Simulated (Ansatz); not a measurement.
MgTe (wurtzite)

```xyz
4
Lattice="4.6085 0.0000 0.0000 -2.3042 3.9910 0.0000 0.0000 0.0000 7.5007" Properties=species:S:1:pos:R:3 pbc="T T T"
Mg     2.3042     1.3303     0.0061
Mg     0.0000     2.6607     3.7564
Te     2.3042     1.3303     4.6834
Te     0.0000     2.6607     0.9330
```

The slice is a (-1 1 0 2) plane (indices of the conventional cell) through the point (0.333, 0.667, 0.501) (fractional), spanned by u = [110] and v = [1 -1 1] in vectors of this cell: u (4.61 Å) and v (10.95 Å, at 90° to u). It covers one period; positions are fractions (u, v).

Level of theory: PBE (plane waves to 420 eV, PAW, scalar-relativistic; Ansatz, a quantum-chemistry and plane-wave program). k mesh 8×8×5. Inside the PAW spheres the values are not all-electron values, and peaks at nuclei hang on which shells count as valence. MgTe was relaxed with its symmetry unable to fall. Spin-orbit coupling is left out, though Te is heavy.

**Question.** Predict the map of the electron localisation function (ELF) on the slice.

**Answer.** 
```
|xxxx11116677777777661111xx|
|22110022556666666655220011|
|00001122334455554433221100|
|22221111112222222211111122|
|33221100000000000000001122|
|22221100000000000000001122|
|11110000000000000000000011|
|00000000000011110000000000|
|00000000113344443311000000|
|00000011557788887755110000|
|00001144778888888877441100|
|00003377887766667788773300|
|00115577776655556677775511|
|00226688775544445577886622|
|11227788775544445577887722|
|00226699886655556688996622|
|00003377888877778888773300|
|00001144667777777766441100|
|00000011223344443322110000|
|00112211110011110011112211|
|66776644110000000011446677|
|99999966220000000022669999|
|99998877441100001144778899|
|77888877441100001144778888|
|77778877441100001144778877|
|88888866330000000033668888|
|99997755110000000011557799|
|88886633000000000000336688|
|00112211111111111111112211|
|22110011223344443322110011|
|xxxx11005566666666550011xx|
|xxxx22006677777777660022xx|
```
Scale: ten equal steps from 0.01 (start of '0') to 0.85 (end of '9'), in the order '0123456789'. Values: electron localisation function (ELF). The map has 13 points along u (two characters each, u = 0 at the left) and 32 along v (v = 0 in the bottom row). Points within 0.5 Å of a nucleus are blanked (x), as the pseudised field means little there.
